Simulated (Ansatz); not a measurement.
The calculation used DFT PBE, scalar-relativistic, plane waves, PAW in Ansatz 0.2.0. All cells share a 420 eV cutoff and Γ-centred k meshes spaced at most about 0.3 Å⁻¹ (about 0.25 or finer for metals, 2π included). No spin polarisation in the final relaxations.

These are static total energies at zero pressure.

Compare these two cells of Ge5Br, each relaxed at this level.

A.

Space group P6/mmm (No. 191). a = 4.543 Å, b = 4.543 Å, c = 7.859 Å, α = 90.00°, β = 90.00°, γ = 120.00°
| atom | site | symmetry | x | y | z |
| --- | --- | --- | --- | --- | --- |
| Ge | 4h | 3m. | 0.6667 | 0.3333 | 0.8098 |
| Ge | 1a | 6/mmm | 0.0000 | 0.0000 | 0.0000 |
| Br | 1b | 6/mmm | 0.0000 | 0.0000 | 0.5000 |

B.

Space group F-43m (No. 216). a = 8.014 Å, b = 8.014 Å, c = 8.014 Å, α = 90.00°, β = 90.00°, γ = 90.00°
| atom | site | symmetry | x | y | z |
| --- | --- | --- | --- | --- | --- |
| Ge | 16e | .3m | 0.3756 | 0.3756 | 0.1244 |
| Ge | 4d | -43m | 0.2500 | 0.2500 | 0.7500 |
| Br | 4b | -43m | 0.5000 | 0.0000 | 0.0000 |

Problem. Which form is favoured at zero pressure, and by what margin per atom?

Solution. A is lower, by 129 meV/atom. A has space group P6/mmm (No. 191), 23.4 Å³/atom and no gap on its mesh; B has space group F-43m (No. 216), 21.4 Å³/atom and no gap. Counting Ge atoms around Br (those within 1.25 times the shortest such distance or 1.15 times the sum of covalent radii; a plus sign parts nearer from farther groups; the shortest distance is added where it is long for a bond), A has Br 12+2 from 3.6 Å and B has Br 16 from 3.3 Å. A holds Ge–Ge nets (shortest 2.62 Å); in B the shortest Ge–Ge distance is 2.82 Å, near bonding range too. The lower one is the more open, so pressure narrows the difference. Even the lower one lies +0.26 eV/atom against the reference forms of the elements (uncorrected), so neither is stable at this level. Both come from invented guesses. A third cell relaxed alike, in P-6m2, lies 64 meV/atom below the lower of the two.

Weakly bound directions are ill-defined at this level, which has no dispersion term (P6/mmm), and this can change margins and order among such cells. A magnetic state wasn't ruled out in cells without spin, among them P6/mmm. Cells relaxed within their symmetry can be saddle points.
